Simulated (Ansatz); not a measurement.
The end of the path is a generated cell of Mn: the first start was made by placing the elements on the sites of a structure type, and the end was not matched to a known phase here, so it may be hypothetical.

A geometry of Mn away from equilibrium: step 4 of the relaxation of a generated cell, Mn built in the AFLOW prototype A_tP12_96_ab (as in Si). Level of theory: PBEsol (plane waves to 420 eV, PAW, scalar-relativistic; Ansatz, a quantum-chemistry and plane-wave program). Γ-centred k-mesh 6×6×5 on the run's cell (coarser than for final values), Fermi–Dirac smearing 0.05 eV. The plane waves were selected for a different cell earlier on the path.

```
Mn
1.0
    4.70402     0.00000     0.00000
    0.00000     4.70402     0.00000
    0.00000     0.00000     6.06783
Mn
12
Direct
  0.12686   0.12686   0.00000
  0.62686   0.37314   0.25000
  0.37314   0.62686   0.75000
  0.87314   0.87314   0.50000
  0.16465   0.33345   0.35124
  0.66465   0.16655   0.89876
  0.33535   0.83345   0.39876
  0.83535   0.66655   0.85124
  0.66655   0.83535   0.14876
  0.16655   0.66465   0.10124
  0.83345   0.33535   0.60124
  0.33345   0.16465   0.64876
```
Spin-polarised start, with parallel moments on Mn.

Question: Give the Cartesian forces on all atoms (eV/Å).

Answer: 
```
atom     Fx     Fy     Fz
----  -----  -----  -----
Mn1    0.27   0.27   0.00
Mn2    0.27  -0.27   0.00
Mn3   -0.27   0.27   0.00
Mn4   -0.27  -0.27   0.00
Mn5   -0.60   0.50  -0.49
Mn6   -0.60  -0.50   0.49
Mn7    0.60   0.50   0.49
Mn8    0.60  -0.50  -0.49
Mn9   -0.50   0.60   0.49
Mn10  -0.50  -0.60  -0.49
Mn11   0.50   0.60  -0.49
Mn12   0.50  -0.60   0.49
```

The path ends in P4₁2₁2 (No. 92). No spin polarisation in the result: the starting moments vanished. A magnetic state may lie lower.

The run could not lose the symmetry of its start, so the end can be a saddle point.
